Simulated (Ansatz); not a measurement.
# Ansatz run, Ru$_{3}$N

Input file of Ansatz 0.2.0:

```yaml
crystal:
  lattice:
    - [4.93776944, 0.0, 0.0]
    - [-2.46888472, 4.27623712, 0.0]
    - [0.0, 0.0, 4.61408523]
  atoms:
    - { symbol: Ru, position: [0.0, 0.3333, 0.25] }
    - { symbol: Ru, position: [0.6667, 0.6667, 0.25] }
    - { symbol: Ru, position: [0.3333, 0.0, 0.25] }
    - { symbol: Ru, position: [0.6667, 0.0, 0.75] }
    - { symbol: Ru, position: [0.3333, 0.3333, 0.75] }
    - { symbol: Ru, position: [0.0, 0.6667, 0.75] }
    - { symbol: "N", position: [0.0, 0.0, 0.0] }
    - { symbol: "N", position: [0.3333, 0.6667, 0.5] }
  symmetry: { tolerance: 0.0003 }
kpoints:
  mp_grid: { grid: [8, 8, 7], shift: [0, 0, 0] }
  band_path:
    path:
      - [0.0, 0.0, 0.0]
      - [0.5, 2.0e-07, 0.0]
      - [0.33333333, 0.33333353, 0.0]
      - [0.0, 0.0, 0.0]
      - [0.0, 0.0, 0.5]
      - [0.5, 2.0e-07, 0.5]
      - [0.33333333, 0.33333353, 0.5]
      - [0.0, 0.0, 0.5]
      - [0.5, 2.0e-07, 0.5]
      - [0.5, 2.0e-07, 0.0]
      - [0.33333333, 0.33333353, 0.5]
    npoints: 6
magnetization:
  spin_polarized: false
scf:
  occupations: { method: fermi_dirac, width: 0.0348 }
  lower_state_search: "off"
  max_iter: 200
hamiltonian:
  pseudopotentials: { kind: paw }
  xc: r2scan
basis:
  ecutwfc: 500
  fft_grid_basis: typed
output:
  forces: true
  stress: true
  eigenvalues: true
  bader: true
  populations: true
  elf: true
  write_potential: true
  volumetric_format: npy
  dos:
    e_range: [-12, 8]
    de: 0.05
    projected: { site_lists: { "N": ["N"], Ru: [Ru] } }
checkpoint:
  read: saved_state
```

The saved state is an earlier solution for the same cell, perhaps on another mesh. 

Excerpt of what it printed:

```
Warning: the atoms were moved onto the symmetric positions of the space group found under crystal.symmetry.tolerance 3.0e-4 (fractional; no operation is sought that the atoms, as they stand in a round, miss by more than twice it, and no atom is moved by as much as it), and the run uses the moved positions.
Pseudopotentials: kind: paw
Pseudopotential: Ru, paw, valence charge 16, recommended cutoff 500 eV (meta_gga), Ru.paw.azcp
Pseudopotential: N, paw, valence charge 5, recommended cutoff 500 eV (meta_gga), N.paw.azcp
Functional definition: r2SCAN
  exchange = r2scan_x(k0 = k0, k1 = k1, a1 = a1)
  correlation = r2scan_c
Crystal: 8 atoms, lattice volume = 97.427 Å³
Basis set: ecut = 500 eV, 2459 PW (Γ), exchange–correlation on 160×160×144 points (64 copies of the dense FFT grid, shifted against one another)
Bands: 64, of which v1, the nominal top of the filled ones, is band 53 counted from 1 (52 counted from 0)
Symmetry: 12 space group operations
Space group: P6322 (ITA 182), of the structure as read, at distance tolerance 1.4e-3 Å
k-points: 40 of 448 (time reversal used)
Initial density: read from a saved state, or passed on in memory by an earlier SCF of this step, an earlier step, the calling program or the single point that the run made first
Functional: x = r2scan, c = r2scan; τ floored in thin density (d = 2e-4 eV/Å³)
SCF iter   1: F=-36110.6882 eV  Δρ=3.29e-3  dr2=1.44e-3  dr2_τ=4.91e-3
SCF iter   2: F=-36110.6890 eV  Δρ=1.74e-3  dr2=3.77e-4  dr2_τ=4.87e-4
SCF iter   3: F=-36110.6891 eV  Δρ=2.73e-4  dr2=2.62e-5  dr2_τ=1.18e-5
SCF iter   4: F=-36110.6891 eV  Δρ=7.28e-5  dr2=2.85e-6  dr2_τ=3.89e-7
SCF iter   5: F=-36110.6891 eV  Δρ=1.91e-5  dr2=2.68e-7  dr2_τ=5.05e-8
SCF iter   6: F=-36110.6891 eV  Δρ=5.38e-6  dr2=1.54e-8  dr2_τ=4.10e-9
Free energy (F): -36110.6891 eV
Harris-Foulkes:  -36110.6891 eV  (|F-HF|=1.97e-8)
Internal energy: -36110.6480 eV  (E = F + TS)
E sigma→0 (E₀):  -36110.6685 eV
Entropy (-TS):   -0.0411 eV (-5.144 meV/atom)
Fermi energy:    21.2242 eV
--- Per-component energies (eV) ---
  E_band       = -538.9340
  E_kinetic    = 3348.5051
  E_local      = -8495.5061  (includes V_loc(G=0)·N_el)
  E_nonlocal   = 2159.2934
  E_hartree    = 2751.9088
  E_xc         = -1219.9083
  E_vxc        = -1762.2042  (∫ρ·V_xc dr)
  E_paw        = -21134.6214  (= ΣΔE_a)
  E_vpaw       = -1414.0653  (= ΣTr[D̂ρ^β])
  E_aug_tail   = 0.0006  (compensation charges beyond the density's cutoff)
  E_vtau       = 121.2296  (kinetic-family band-sum trace: ∫τ·v_τ [+ j·A + Jᵃ·Aᵃ] dr)
  E_ewald      = -13518.3951
  E_core_change = -1.9249  (= ΣΔE_core)
  E_smearing   = -0.0411  (= −TS)
--- Forces (eV/Å), atoms counted from 1 ---
  atom   1  Ru    -1.0185     0.0000     0.0000
  atom   2  Ru     0.5092    -0.8820     0.0000
  atom   3  Ru     0.5092     0.8820     0.0000
  atom   4  Ru    -0.5092     0.8820     0.0000
  atom   5  Ru     1.0185     0.0000     0.0000
  atom   6  Ru    -0.5092    -0.8820     0.0000
  atom   7  N      0.0000     0.0000     0.0000
  atom   8  N      0.0000     0.0000     0.0000
--- Stress (GPa, compression-positive) ---
       -5.0084       0.0000       0.0000
        0.0000      -5.0084       0.0000
        0.0000       0.0000       3.3486
  P = ⅓ Tr σ = -2.2228 GPa (-22.228 kbar)
--- Bader charges: 8 sites ---
  site symbol  charge [e]  shift [e]
     0     Ru      0.3682     0.0000
     1     Ru      0.3682     0.0000
     2     Ru      0.3682     0.0000
     3     Ru      0.3682     0.0000
     4     Ru      0.3682     0.0000
     5     Ru      0.3682     0.0000
     6      N     -1.1047     0.0000
     7      N     -1.1047     0.0000
```

Absolute energies hang on the potentials; compare differences alone.

Origin: a known structure type with other elements, at an estimated volume, so it need not be a known compound. Caveats: many states at the Fermi level without spin polarisation, so a magnetic state may lie lower.
